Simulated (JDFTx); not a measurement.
**Report: Al(110) in implicit electrolytes**

System: Al(110) (Fm-3m bulk; lattice of mp-134, not re-optimised at this level), 1x1 cell of 8 atoms in 8 planes, area 11.54 Å² a face, 9.9 Å between the outermost planes in a cell 26.0 Å high; k mesh 8×6×1, Fermi width 0.01 Ha, no spin polarisation.

All numbers are PBE, GBRV ultrasoft potentials, plane waves to 20/100 Ha results from a modified build of JDFTx, not measurements. Outer atoms relaxed in vacuum, keeping the start's symmetry. The same nuclei were then put into each liquid, at zero charge and at set potentials or charges. Both faces are the same ideal termination; reconstructions, overlayers and chemisorbed solvent are outside this model. SHE scale: U = −μ/e − 4.44 V, by convention.

In vacuum the work function is 4.16 eV, which would put the uncharged electrode at -0.28 V vs SHE if the liquid did nothing. Each liquid moves the Fermi level of the neutral slab, now counted from the bulk liquid: linear PCM (GLSSA13), water, 0.5 M KCl by 0.27 eV, to a potential of zero charge of -0.55 V; SCCS (g09 parameters), water, 0.5 M KCl by 0.12 eV, to a potential of zero charge of -0.39 V; CANDLE, water, 0.5 M KCl by 0.34 eV, to a potential of zero charge of -0.61 V. The models of water differ by 0.22 V among themselves.

Charging:

```
liquid                        U − U_pzc (V)  σ (μC/cm²)  σ/(U − U_pzc) (μF/cm²)  Δγ (mJ/m²)
----------------------------  -------------  ----------  ----------------------  ----------
linear PCM (GLSSA13), water           -0.90       -13.3                      15         -63
linear PCM (GLSSA13), water           -0.70       -10.7                      15         -39
linear PCM (GLSSA13), water           -0.15        -2.6                      17          -2
linear PCM (GLSSA13), water            0.69        15.0                      22         -47
linear PCM (GLSSA13), water            0.70        15.1                      22         -48
SCCS (g09 parameters), water          -0.41        -4.3                      11          -9
SCCS (g09 parameters), water          -0.21        -2.3                      11          -2
```

The mean capacitance runs from 11 to 22 μF/cm². Δγ, the grand free energy per area against the neutral surface, is negative throughout, since charging at a held potential lowers it. The cavity function reaches one half at 2.5 Å (linear PCM (GLSSA13), water), 2.7 Å (SCCS (g09 parameters), water), 3.1 Å (CANDLE, water) above the top atoms; the models define their cavities differently. CANDLE's negatively charged runs are left out, as they depend on the cell height. No specific adsorption of ions or solvent is in these numbers.
